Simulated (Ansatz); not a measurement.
ScF3:
```xyz
8
Lattice="2.8118 1.6234 4.6557 -2.8118 1.6234 4.6557 0.0000 -3.2468 4.6557" Properties=species:S:1:pos:R:3 pbc="T T T"
Sc     0.0000     0.0000     6.9835
Sc     0.0000     0.0000     0.0000
F      1.2704    -1.0464     8.1474
F     -1.2704     1.0464     5.8196
F      0.2710     1.6234     8.1474
F     -0.2710    -1.6234     5.8196
F     -1.5414    -0.5770     8.1474
F      1.5414     0.5770     5.8196
```

Tensor components refer to the Cartesian frame of this cell.

Q: Give the high-frequency dielectric tensor and the Born effective charge tensors of the independent atoms from DFPT, DFT-r²SCAN in the program Ansatz with PAW potentials.

A: 
ε∞:
```
2.15  0.00  0.00
0.00  2.15  0.00
0.00  0.00  2.15
```
Z* of atom 1 (Sc), rows: field, columns: displacement, in e:
```
 3.87  -0.20   0.00
 0.20   3.87   0.00
 0.00   0.00   3.90
```
Z* of atom 3 (F), rows: field, columns: displacement, in e:
```
-1.60   0.53  -0.77
 0.53  -0.98   0.45
-0.77   0.45  -1.30
```

Static charges for comparison (Bader): Sc1 +2.29, F3 -0.76 e. Born charges measure polarisation by displacement and can exceed these by far.

Space group R-3c. The workflow started from a Materials Project entry (that database holds measured and hypothetical structures alike); the Crystallography Open Database copy checked does not list it. COD files the formula under space group No. 155, 191, 194, 221, so this cell is another polymorph or a model. Its standing as an ambient phase is unchecked. The r²SCAN relaxation kept the symmetry of its start; phonons on a q-mesh show no instability. The run is not spin-polarised.

Potentials: the later of the program's two PAW sets.
